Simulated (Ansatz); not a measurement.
Mg₄Te₃Se:
```xyz
8
Lattice="4.4899 0.0000 0.0000 0.0000 4.4899 0.0000 0.0000 0.0000 12.6019" Properties=species:S:1:pos:R:3 pbc="T T T"
Mg     2.2449     0.0000     7.6574
Mg     0.0000     2.2449     4.9445
Mg     2.2449     0.0000     1.6541
Mg     0.0000     2.2449    10.9478
Te     2.2449     2.2449     3.3026
Te     2.2449     2.2449     9.2993
Te     0.0000     0.0000     0.0000
Se     0.0000     0.0000     6.3009
```

r²SCAN (plane waves, PAW; program Ansatz) gives a gap of 2.80 eV without spin–orbit coupling, maximum at Γ, minimum at Γ.

Problem. What happens when spin–orbit coupling is switched on?

Solution. The gap drops by 0.25 eV, to 2.55 eV; maximum at Γ, minimum at Γ.

Problem. Give the electron effective mass with spin–orbit coupling.

Solution. 0.24 mₑ (isotropic).

Problem. Give the hole effective mass with spin–orbit coupling.

Solution. 0.35, 0.35, 1.1 mₑ (principal values).

Space group P-4m2. The workflow started from a Materials Project entry (that database holds measured and hypothetical structures alike); the Crystallography Open Database copy checked does not list it. Whether it is the stable phase at ambient conditions was not checked. The cell was relaxed with r²SCAN under the symmetry of its start; its stability against distortions is not shown here.

Potentials: the later of the program's two PAW sets.
